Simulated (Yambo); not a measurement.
G0W0@PBEsol for KBaYB₂O₆ (space group R3m, No. 160) in Yambo. Reference settings: 2×2×2 Γ-centred k mesh, bands 2 to 234 and a 7 Ry block in the screening, 234 bands in G with the Bruneval-Gonze terminator, plasmon pole fitted at 27.2 eV. The PBEsol gap Γ → Γ on this mesh is 3.79 eV; G0W0 gaps are taken between the same points.

The settings were changed. The gap went from 5.73 eV to 5.62 eV, and the shift of the valence edge from -1.09 eV to -0.85 eV.

**Question.** Which change was made?
(A) 154 bands in G
(B) no random integration
(C) 95 bands in W, 95 bands in G
(D) 115 bands in W

**Answer.** B, no random integration. The others gave (gap, valence shift): 115 bands in W: 5.84, -0.99 eV; 95 bands in W, 95 bands in G: 5.94, -0.92 eV; 154 bands in G: 5.73, -1.08 eV.

Geometry of the Materials Project entry, not relaxed at this level; primitive cell a = b = c = 6.832 Å, α = β = γ = 47.23°.

The structure is a Materials Project entry; no match was found in the copy of COD used, and its stability was not checked.

A shift is the quasiparticle energy of the state minus its PBEsol energy.
